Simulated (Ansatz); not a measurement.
Y₂MgSi₂ in space group P4/mbm (No. 127; Y on 4h, Mg on 2a, Si on 4g), DFT-r²SCAN in the program Ansatz with PAW potentials, all energies at zero smearing, with the estimated change up to a 700 eV cutoff added, with one set of potentials and settings (totals compare only within such a set). Cell of 10 atoms (4 Y, 2 Mg, 4 Si): -21856.010 eV.

```tsv
element	reference phase	E (eV/atom)
Y	P6_3/mmc, 2 atoms in the cell	-3859.7274
Mg	P6_3/mmc, 2 atoms in the cell	-1926.4080
Si	Fd-3m, 2 atoms in the cell	-639.0665
```

Formation energy per atom, worked out: (-21856.010 − 4×(-3859.7274) − 2×(-1926.4080) − 4×(-639.0665))/10 = -0.802 eV/atom (-77 kJ per mol of atoms), at 0 K, without zero-point energy or fitted corrections.

The first step of the workflow began from a Materials Project structure, measured or hypothetical; the Crystallography Open Database copy checked does not list it. Whether it is the stable phase at ambient conditions was not checked. The cell was relaxed with r²SCAN under the symmetry of its start; its stability against distortions is not shown here. The run is not spin-polarised. The references are the lowest solids computed at this level, not always the standard phases.

Potentials: the earlier of the program's two PAW sets.
